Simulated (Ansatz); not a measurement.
**CsLaS₂ in Ansatz, relaxation**

The input file (Ansatz 0.2.0, plane waves):

```yaml
crystal:
  lattice:
    - [4.283506, 0.0, 0.0]
    - [-2.141753, 3.70963, 0.0]
    - [-2.141753, 1.236543, 7.621101]
  atoms:
    - { symbol: La, position: [0.5, 0.5, 0.5] }
    - { symbol: S, position: [0.2337, 0.7663, 0.7011] }
    - { symbol: S, position: [0.7663, 0.2337, 0.2989] }
    - { symbol: Cs, position: [0.0, 0.0, 0.0] }
  symmetry: { tolerance: 0.0003 }
kpoints:
  mp_grid: { grid: [7, 7, 7], shift: [0, 0, 0] }
magnetization:
  spin_polarized: false
scf:
  occupations: { method: fermi_dirac, width: 0.05 }
  lower_state_search: "off"
hamiltonian:
  pseudopotentials: { kind: paw }
  xc: r2scan
basis:
  ecutwfc: 500
  fft_grid_basis: typed
relax:
  max_steps: 60
  cell: { p_target: 5.0 }
  f_tol: 0.03
output:
  forces: true
  stress: true
  eigenvalues: true
  bader: true
  populations: true
  elf: true
  write_potential: true
  volumetric_format: npy
  dos:
    e_range: [-12, 8]
    de: 0.05
    projected: { site_lists: { Cs: [Cs], La: [La], S: [S] } }
checkpoint:
  read: saved_state
```

The command:

```bash
ansatz run input.yaml --threads 2 --pin off --max-ram 2560MiB --backend cpu --events-out ev --progress --plain --runs-dir out
```

Origin of the cell: a known structure type with other elements, at an estimated volume, so it need not be a known compound.

The saved state is a converged single point of the same cell.

Steps («new basis» is an SCF on plane waves selected anew at the same cell):

```json
{"step": "1", "ΔH (meV/atom)": "0.0", "max force component (eV/Å)": "0.483", "P (GPa)": "3.38", "volume (Å³)": "121.10", "SCF iterations": "5", "step was": "accepted"}
{"step": "2", "ΔH (meV/atom)": "4.2", "max force component (eV/Å)": "0.728", "P (GPa)": "7.89", "volume (Å³)": "115.88", "SCF iterations": "6", "step was": "rejected"}
{"step": "3", "ΔH (meV/atom)": "-13.6", "max force component (eV/Å)": "0.078", "P (GPa)": "4.77", "volume (Å³)": "119.30", "SCF iterations": "8", "step was": "accepted"}
{"step": "4", "ΔH (meV/atom)": "-14.8", "max force component (eV/Å)": "0.004", "P (GPa)": "5.10", "volume (Å³)": "118.81", "SCF iterations": "5", "step was": "accepted"}
{"step": "5", "ΔH (meV/atom)": "-14.9", "max force component (eV/Å)": "0.003", "P (GPa)": "4.99", "volume (Å³)": "119.04", "SCF iterations": "4", "step was": "accepted"}
{"step": "6", "ΔH (meV/atom)": "-14.8", "max force component (eV/Å)": "0.003", "P (GPa)": "4.99", "volume (Å³)": "119.04", "SCF iterations": "5", "step was": "new basis"}
```

The starting structure.

Space group R-3m (No. 166); the run's cell has a = 4.284 Å, b = 4.284 Å, c = 8.012 Å, α = 74.50°, β = 105.50°, γ = 120.00°. Shortest distances: La–S 2.91 Å, Cs–S 3.36 Å.

After:

Space group R-3m (No. 166); the run's cell has a = 4.194 Å, b = 4.194 Å, c = 8.180 Å, α = 75.15°, β = 104.85°, γ = 120.00°. Shortest distances: La–S 2.86 Å, Cs–S 3.40 Å.

```yaml
crystal:
  lattice:
    - [4.19424, 0.00000, 0.00000]
    - [-2.09712, 3.63232, 0.00000]
    - [-2.09712, 1.21077, 7.81367]
  atoms:
    - { symbol: La, position: [0.50000, 0.50000, 0.50000] }
    - { symbol: S, position: [0.23172, 0.76828, 0.69516] }
    - { symbol: S, position: [0.76828, 0.23172, 0.30484] }
    - { symbol: Cs, position: [0.00000, 0.00000, 0.00000] }
```

```yaml
Enthalpy_lowered_by: 14.8 meV/atom
Volume_change: -1.70 %
Final_pressure: 4.99 GPa
Relaxation_steps_listed: 6
```

Caveats: no spin-orbit coupling, though heavy elements are present; the relaxation held the start's symmetry, so the end may be a saddle point.

The run took 79 s of wall time on 2 CPU thread(s) of a shared host, from a saved density.
